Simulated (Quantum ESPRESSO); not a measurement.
# Where does C sit best among Si sites?

These are calculations, not measurements. They come from pw.x of Quantum ESPRESSO 7.5, a plane-wave density functional program, with PseudoDojo standard norm-conserving files (v0.5 for PBE, v0.4.1 for LDA and PBEsol). The cells are made up: elements, strain and atom displacements were drawn at random, and nothing was relaxed. There is no spin polarisation, spin-orbit coupling or dispersion term.

The cell has 8 sites of a wurtzite lattice (rectangular cell). Sites 1 to 4 hold X X X X; sites 5 to 8 hold B C C C. Cell vectors in Å: (3.040, 0.000, 0.000); (0.000, 5.266, 0.000); (0.000, 0.000, 4.964). Settings: PBE, cutoff 1116 eV, 8 x 6 x 6 k mesh shifted by half a step, Fermi-Dirac smearing of 0.1 eV.

In each run one of the sites marked X holds C and the others hold Si; cell and positions stay the same. E is the free energy of the cell.

| site of the guest | first shell | mean distance (Å) | E above the lowest (eV) | P (GPa) | force on the guest (eV/Å) |
| --- | --- | --- | --- | --- | --- |
| 1 | BC3 | 1.923 | 1.807 | 15.00 | 0.922 |
| 2 | C4 | 1.803 | 0.372 | 5.57 | 2.021 |
| 3 | B2C2 | 1.883 | 0.000 | 10.32 | 2.572 |
| 4 | BC3 | 1.882 | 1.410 | 11.98 | 1.247 |

A rerun of one of these cells at 1347 eV and k mesh 10 x 8 x 8 moved values by no more than 0.002 eV in the cell's energy, 0.16 GPa in stress and 0.017 eV/Å in force.

## Reading the table

Site 3 is lowest, by 0.372 eV, over three times the rerun's bound. The first shells differ, so neighbours and distances change together and cannot be told apart here. The positions are random and not relaxed, so the differences hold for this frozen cell and are not site preferences of a real crystal.